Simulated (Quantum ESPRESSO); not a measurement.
# Kohn-Sham bands of ZrO2 (P4₂/nmc)

```yaml
crystal:
  lattice:
    - [3.60017, 0.00000, 0.00000]
    - [0.00000, 3.60017, 0.00000]
    - [0.00000, 0.00000, 5.22516]
  atoms:
    - { symbol: Zr, position: [0.00000, 0.00000, 0.00000] }
    - { symbol: Zr, position: [0.50000, 0.50000, 0.50000] }
    - { symbol: O, position: [0.00000, 0.50000, 0.30177] }
    - { symbol: O, position: [0.00000, 0.50000, 0.80177] }
    - { symbol: O, position: [0.50000, 0.00000, 0.19823] }
    - { symbol: O, position: [0.50000, 0.00000, 0.69823] }
```

Structure: Materials Project mp-2574, symmetrised, not relaxed again. COD (Crystallography Open Database) has the formula in 4 space groups, this one among them (matched by group alone). Computed values, not measurements, from PBEsol: Quantum ESPRESSO (norm-conserving PseudoDojo potentials, cutoff 68 Ry, spinors with spin-orbit coupling) on a Γ-centred 6×6×4 mesh, then Wannier90. Density: 8×8×6 mesh, cold smearing 0.01 Ry.

Energies are relative to the valence-band maximum; weights are on the orthonormalised atomic waves of the pseudopotential files, averaged over the group. 48 electrons a cell are treated as valence.

```tsv
bands	from (eV)	to (eV)	filling	weight on atomic waves
1–4	-47.26	-47.20	filled	___
5–8	-26.76	-26.41	filled	___
9–16	-25.21	-24.62	filled	___
17–24	-17.40	-15.22	filled	___
25–48	-5.24	0.00	filled	___
49–56	4.00	5.61	empty	___
```

Problem. Which atomic shells make up each group?

Solution. 
- 1–4, weight on atomic waves: Zr 4s 96 %
- 5–8, weight on atomic waves: Zr 4p 95 %
- 9–16, weight on atomic waves: Zr 4p 94 %
- 17–24, weight on atomic waves: O 2s 79 %, Zr 4d 10 %, Zr 5s 5 %
- 25–48, weight on atomic waves: O 2p 81 %, Zr 4d 15 %
- 49–56, weight on atomic waves: Zr 4d 85 %, O 2p 12 %

The Kohn-Sham gap over both meshes and the path is 4.00 eV.
